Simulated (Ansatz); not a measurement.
ScAl$_{2}$ (MoSi2 or CaC2 type, I4/mmm) under volume change, the program Ansatz at the PBEsol level (PAW), shape and atoms relaxed at each volume.

```json
[
 {"V (Å³/atom)": "16.412", "E − E(relaxed) (meV/atom)": "[?]", "P (GPa)": "[?]"},
 {"V (Å³/atom)": "16.953", "E − E(relaxed) (meV/atom)": "17.7", "P (GPa)": "5.51"},
 {"V (Å³/atom)": "17.494", "E − E(relaxed) (meV/atom)": "4.2", "P (GPa)": "2.55"},
 {"V (Å³/atom)": "18.036", "E − E(relaxed) (meV/atom)": "0.0", "P (GPa)": "0.00"},
 {"V (Å³/atom)": "18.577", "E − E(relaxed) (meV/atom)": "3.8", "P (GPa)": "-2.20"},
 {"V (Å³/atom)": "19.118", "E − E(relaxed) (meV/atom)": "[?]", "P (GPa)": "[?]"},
 {"V (Å³/atom)": "19.659", "E − E(relaxed) (meV/atom)": "31.1", "P (GPa)": "-5.71"}
]
```

**Question.** What belongs in the gaps?

**Answer.** 
- 19.118, E − E(relaxed) (meV/atom): 14.5
- 19.118, P (GPa): -4.09
- 16.412, E − E(relaxed) (meV/atom): 41.9
- 16.412, P (GPa): 8.94

**Question.** What does a third-order Birch–Murnaghan fit give for V₀, B₀ and B′?

**Answer.** V₀ = 18.04 Å³/atom, B₀ = 78.7 GPa, B′ = 4.0.

A made-up cell: these elements were put on the sites of a structure type; neither database checked (COD, Materials Project) lists it. Its standing as an ambient phase is unchecked. The cell was relaxed with PBEsol under the symmetry of its start; its stability against distortions is not shown here. The run is not spin-polarised.

Potentials: the earlier of the program's two PAW sets. The files were generated under PBE; for other functionals the program regenerates the frozen cores, and for LDA and PBEsol the local potential too.
